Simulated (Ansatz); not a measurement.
VPt$_{3}$ in space group I4/mmm (No. 139; V on 2a, Pt on 4d, Pt on 2b) under volume change, PBEsol (plane waves, PAW; program Ansatz), shape and atoms relaxed at each volume.

| V (Å³/atom) | E − E(relaxed) (meV/atom) | P (GPa) |
|---|---|---|
| 13.108 | 122.7 | 33.37 |
| 13.540 | 51.1 | 20.16 |
| 13.972 | 12.0 | 9.17 |
| 14.405 | 0.0 | 0.00 |
| 14.837 | 10.6 | -7.61 |
| 15.269 | 39.9 | -13.91 |
| 15.701 | 84.6 | -19.10 |

Task: What does a third-order Birch–Murnaghan fit give for V₀, B₀ and B′?

Result: V₀ = 14.40 Å³/atom, B₀ = 277 GPa, B′ = 5.2.

The workflow started from a Materials Project entry (that database holds measured and hypothetical structures alike); the Crystallography Open Database files this formula in space group No. 139, but the cells were not matched. Whether it is the stable phase at ambient conditions was not checked. Symmetry was held in the PBEsol relaxation; its stability against distortions is not shown here. The final state is ferromagnetic, the only order run, not a proven ground state. Spin–orbit coupling is left out wherever it is not named.

Potentials: the later of the program's two PAW sets.
